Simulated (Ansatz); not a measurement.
Relaxed candidate structures of Y$_{3}$Nb:

A. P4/mmm (No. 123), tP4; a = b = 3.337 Å, c = 10.094 Å, α = β = γ = 90.00°; Y 1a (0.000, 0.000, 0.000); Y 2h (0.500, 0.500, 0.286); Nb 1b (0.000, 0.000, 0.500)

B. Pmmm (No. 47), oP4; a = 3.4014 Å, b = 4.6293 Å, c = 7.0253 Å, α = 90.00°, β = 90.00°, γ = 90.00°; Nb 1a (0.000, 0.000, 0.000); Y 1c (0.000, 0.000, 0.500); Y 2t (0.500, 0.500, 0.223)

Task: Order them by energy per atom (lowest first) at the level PBE (plane waves to 420 eV, PAW, scalar-relativistic; Ansatz, an electronic-structure program).

Result: A (reference, the lowest of the structures calculated here), B (+0.03 eV/atom)

Each run could gain symmetry but not lose that of its start, so entries can be saddle points. All of these are generated cells (placed on structure types, drawn at random, substituted or restacked) that were not matched to a known phase here. The real structure of this composition may not be among these, and whether this composition forms is not checked here. Static energies at zero pressure. The runs use different k-meshes, so differences are rounded accordingly. No spin polarisation in the result.
